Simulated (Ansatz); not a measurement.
Re, DFT, LDA, all-electron LAPW, scalar-relativistic (Ansatz 0.2.0), run on 1 thread of Arm Neoverse V1 on a shared host.

The cell is a database entry far from equilibrium at this level of theory, probably a faulty or high-pressure entry; it serves as a test geometry alone. The listed cell was then made from it by scaling, straining or moving an atom.

Command: `ansatz run input.yaml --threads 1 --pin off --max-ram 3072MiB --backend cpu --events-out ev --progress --plain --runs-dir out`

```yaml
crystal:
  lattice:
    - [-0.05925, 1.945375, 1.945375]
    - [1.945375, -0.05925, 1.945375]
    - [1.945375, 1.945375, -0.05925]
  atoms:
    - { symbol: Re, position: [0.0, 0.0, 0.0] }
kpoints:
  mp_grid: { grid: [14, 14, 14] }
  band_path:
    path:
      - [0.0, 0.0, 0.0]
      - [0.5, 0.5, 0.5]
      - [0.2579113083, 0.5, 0.7420886917]
      - [-0.2579113083, 0.2579113083, 0.5]
      - [0.0, 0.0, 0.5]
      - [0.0, 0.0, 0.0]
      - [-0.3789556542, 0.0, 0.3789556542]
      - [0.0, 0.3789556542, 0.6210443458]
      - [0.0, 0.5, 0.5]
    npoints: 5
scf:
  occupations: { method: fermi_dirac, width: 0.03 }
hamiltonian:
  xc: lda
  pseudopotentials: { kind: all_electron, lapw: { basis_error: 0.001 } }
output:
  forces: true
  stress: true
  eigenvalues: true
```

(1) How large is the problem that the program sets up?

(2) Estimate the wall time and the peak memory.

Answers

(1) 288 irreducible k-points, 169 plane waves at Γ, 24 bands.

(2) 41 s of wall time for 9 SCF iterations, with a peak of 0.48 GiB. Times on shared machines scatter by tens of per cent.
